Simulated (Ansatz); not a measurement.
Is this BeZn₅Se₆ structure a true minimum?

The cell was found from a structure generator's guess, not taken from experiment.

Level of theory: Ansatz, DFT PBE, scalar-relativistic, plane waves, PAW. Settings: cutoff 420 eV, Γ-centred mesh 6×6×4 on the computed 12-atom cell, Gaussian smearing of 0.02 eV; no spin polarisation.

The cell below (12 atoms, space group P31m (No. 157)) is relaxed within its symmetry.

```xyz
12
Lattice="6.8904 0.0000 0.0000 -3.4452 5.9673 0.0000 0.0000 0.0000 6.5393" Properties=species:S:1:pos:R:3 pbc="T T T"
Be    0.0000    0.0000    0.0197
Zn    3.4452    1.9891    0.0334
Zn    0.0000    3.9782    0.0334
Zn   -1.1199    1.9397    3.3127
Zn    2.3253    4.0276    3.3127
Zn    2.2397    0.0000    3.3127
Se    3.4452    1.9891    2.5129
Se    0.0000    3.9782    2.5129
Se    0.0000    0.0000    2.2908
Se   -1.0685    1.8506    5.7943
Se    2.3767    4.1166    5.7943
Se    2.1369    0.0000    5.7943
```

For the test it was strained at random (σ = 1.5 % a component), the atoms were moved at random (σ = 0.15 Å), and all was relaxed again on a coarse 2×3×3 mesh (in the run’s order of axes) with 0.10 eV smearing, with no symmetry imposed.

Q: Does it come back?

A: It returns, within 1 meV/atom of the unmoved cell on that mesh and with the same symmetry when read at 0.1 Å. So it is stable against the distortions that fit this cell and that this random move excites. Modes that don't fit the cell aren't tested.
